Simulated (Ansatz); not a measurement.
**What a change of settings does to a run on Y3Mg**

Structure from Materials Project entry mp-1094496 (possibly hypothetical), not relaxed further.

First run: DFT, r2SCAN, PAW with Ansatz's default frozen-core files, scalar-relativistic (Ansatz 0.2.0).

Command: `ansatz run input.yaml --threads 1 --pin off --max-ram 4096MiB --backend cpu --events-out ev --progress --plain --runs-dir out` The run took 41 s on 1 thread of Intel(R) Xeon(R) 6975P-C (Granite Rapids), on a shared host, peak memory 0.97 GiB.

```yaml
crystal:
  lattice:
    - [-2.478188, 2.478188, 4.896287]
    - [2.478188, -2.478188, 4.896287]
    - [2.478188, 2.478188, -4.896287]
  atoms:
    - { symbol: "Y", position: [0.5, 0.5, 0.0] }
    - { symbol: "Y", position: [0.25, 0.75, 0.5] }
    - { symbol: "Y", position: [0.75, 0.25, 0.5] }
    - { symbol: Mg, position: [0.0, 0.0, 0.0] }
kpoints:
  mp_grid: { grid: [9, 9, 9] }
  band_path:
    path:
      - [0.0, 0.0, 0.0]
      - [0.0, 0.0, 0.5]
      - [0.25, 0.25, 0.25]
      - [0.0, 0.5, 0.0]
      - [0.0, 0.0, 0.0]
      - [0.5, 0.5, -0.5]
      - [0.3140434583, 0.6859565417, -0.3140434583]
      - [-0.3140434583, 0.3140434583, 0.3140434583]
      - [0.0, 0.0, 0.0]
    npoints: 14
scf:
  occupations: { method: fermi_dirac, width: 0.05 }
hamiltonian:
  xc: r2scan
  pseudopotentials: { kind: paw }
output:
  forces: true
  stress: true
  eigenvalues: true
  efg: { contact_densities: true }
  populations: true
  bader: true
  dos: { projected: true, de: 0.2, e_range: [-14, 8] }
  write_density: true
  write_potential: true
  elf: true
  volumetric_format: npy
```

Result: converged; pressure 0.40 GPa; 7 SCF iterations.

Spin polarisation is left out, and whether a magnetic state lies lower isn't shown here.

The input is then changed:

```diff
@@ -24,8 +24,10 @@
     npoints: 14
 scf:
-  occupations: { method: fermi_dirac, width: 0.05 }
+  occupations: { method: tetrahedron_uncorrected }
+  initial_density: { chi_scale: 0.0 }
 hamiltonian:
   xc: r2scan
   pseudopotentials: { kind: paw }
+  dispersion: d4
 output:
   forces: true
@@ -34,9 +36,3 @@
   efg: { contact_densities: true }
   populations: true
-  bader: true
-  dos: { projected: true, de: 0.2, e_range: [-14, 8] }
-  write_density: true
-  write_potential: true
-  elf: true
-  volumetric_format: npy
```

What does the second run give?

It converged; pressure -0.02 GPa; 7 SCF iterations.

The results part of its log:

```
WARN: dispersion: an atom stands within reach of a switch of its C6 between two reference coordination numbers of its element: through that C6 alone, e_disp changes by 0.025 eV or more while the distances to its neighbours run over a stretch of 0.05 Å that contains this geometry (sites counted from 0 in the run's list of atoms or, in a supercell that it derives, in that cell's: here a list of 4) — site 3 (Mg): coordination number 7.602 (about 6.98 to 8.23 with every neighbour 0.05 Å farther or nearer), switch near 7.813 between the references 1.670 (weight 1.00) and 13.956 (weight 0.00), e_disp changing by some 0.04 eV. This is how the published method behaves, and the energy and the forces stay consistent. Where you compare this geometry's total energy with another's, compare their components.e_disp too, and, where the geometries are yours to choose, keep both on one side of the switch, which a site's coordination number tells: a relaxation that ends in reach of it can search the other side under relax.adjacent_minimum: search, except where no move that the cell, the constraints and the symmetry allow carries the atom there
SCF 1 converged in 7 iterations: F = -13505.640913 eV  dr2 = 7.03e-8
  greatest PAW one-centre occupation: 1.000 electrons in one spin orbital (limit 2), on the Mg atom at site 3 (counted from 0), in its partial waves of l = 0
NSCF: frozen V_eff on 113 k-points
SCF converged after 7 iterations
Free energy (F): -13505.640913 eV
Harris-Foulkes:  -13505.640913 eV  (|F-HF|=6.17e-10)
Internal energy: -13505.640900 eV  (E = F + TS)
E sigma→0 (E₀):  -13505.640913 eV
Entropy (-TS):   -0.000012 eV (-0.003 meV/atom)
Fermi energy:    8.731890 eV
--- Per-component energies (eV) ---
  E_band       = -746.908290
  E_kinetic    = 987.191238
  E_local      = -3464.131040  (includes V_loc(G=0)·N_el)
  E_nonlocal   = 245.862746
  E_hartree    = 1169.649452
  E_xc         = -528.581128
  E_vxc        = -702.081312  (∫ρ·V_xc dr)
  E_paw        = -8821.157459  (= ΣΔE_a)
  E_vpaw       = -191.938268  (= ΣTr[D̂ρ^β])
  E_aug_tail   = 0.000009  (compensation charges beyond the density's cutoff)
  E_vtau       = 38.888042  (kinetic-family band-sum trace: ∫τ·v_τ [+ j·A + Jᵃ·Aᵃ] dr)
  E_ewald      = -3093.702663
  E_disp       = -0.283987  (pairwise vdW)
  E_core_change = -0.488069  (= ΣΔE_core)
  E_smearing   = -0.000012  (= −TS)
  E_closure    = -0.000000  (closes the sum)
  Σ components = -13505.640913   (vs F -13505.640913, Δ=0.00e0)
--- Forces (eV/Å), atoms counted from 1 ---
  atom   1  Y      0.00000000    -0.00000000     0.00000000
  atom   2  Y     -0.00000000    -0.00000000     0.00000000
  atom   3  Y      0.00000000     0.00000000    -0.00000000
  atom   4  Mg     0.00000000    -0.00000000     0.00000000
  max |Σ_I F_I| component: 6.14e-29 eV/Å
--- Stress (GPa, compression-positive) ---
       -0.077467      -0.000000       0.000000
       -0.000000      -0.077467      -0.000000
        0.000000      -0.000000       0.085700
  P = ⅓ Tr σ = -0.0231 GPa (-0.231 kbar)
--- PAW observables at the nuclei: V_zz in 10²¹ V/m², potentials from the cell's mean, atoms counted from 1 ---
  atom   1  Y  V_zz =    +4.398264   η = 0.0000   by run symmetry: allowed
            electrostatic potential = -5712.912773 V   contact ρ = 443577.701116 e/Å³
  atom   2  Y  V_zz =    -0.491922   η = 0.0000   by run symmetry: allowed
            electrostatic potential = -5712.786678 V   contact ρ = 443574.987469 e/Å³
  atom   3  Y  V_zz =    -0.491922   η = 0.0000   by run symmetry: allowed
            electrostatic potential = -5712.786678 V   contact ρ = 443574.987469 e/Å³
  atom   4  Mg V_zz =    +0.690217   η = 0.0000   by run symmetry: allowed
            electrostatic potential = -1104.891438 V   contact ρ = 7785.596774 e/Å³
--- Band table (eV; the first three rows and the last of 75) ---
  k-point 0: bands = ["-69.3026", "-35.5792", "-35.5014", "-35.4325", "-34.4106", "-34.3950", "-34.3950", "-15.1243", "-15.0562", "-15.0562", "-14.8583", "-14.8583", "-14.8368", "-14.6552", "-14.6552", "-14.6241", "3.3097", "7.1632", "7.4844", "8.3606", "8.4706", "8.4706", "9.2099", "9.7178", "9.7178", "10.5148"]
  k-point 1: bands = ["-69.3026", "-35.5742", "-35.5050", "-35.4339", "-34.4106", "-34.3950", "-34.3949", "-15.1410", "-15.0362", "-15.0141", "-14.9137", "-14.8705", "-14.7902", "-14.6916", "-14.6479", "-14.6284", "3.5155", "7.3217", "7.6176", "7.9676", "8.4535", "8.5804", "9.3996", "9.4135", "9.7051", "10.2435"]
  k-point 2: bands = ["-69.3026", "-35.5613", "-35.5139", "-35.4377", "-34.4106", "-34.3950", "-34.3949", "-15.1753", "-14.9892", "-14.9781", "-14.9248", "-14.9058", "-14.7585", "-14.7451", "-14.6436", "-14.6324", "4.1000", "7.1866", "7.8209", "7.9691", "8.4664", "8.6358", "8.7219", "9.6322", "9.7843", "9.9125"]
  k-point 74: bands = ["-69.3027", "-35.5608", "-35.5036", "-35.4493", "-34.4104", "-34.3950", "-34.3949", "-15.1206", "-15.1204", "-14.9358", "-14.8663", "-14.8261", "-14.7306", "-14.7160", "-14.7106", "-14.7078", "5.0928", "5.4257", "6.8918", "7.7769", "8.4643", "8.4753", "8.9931", "9.7655", "10.0930", "10.8347"]
--- Löwdin populations: 4 sites ---
  site symbol       q [e]
     0      Y     11.2181
     1      Y     11.1762
     2      Y     11.1762
     3     Mg      8.8694
  spilling = 0.013026 (of n_electrons = 43.000000)
```
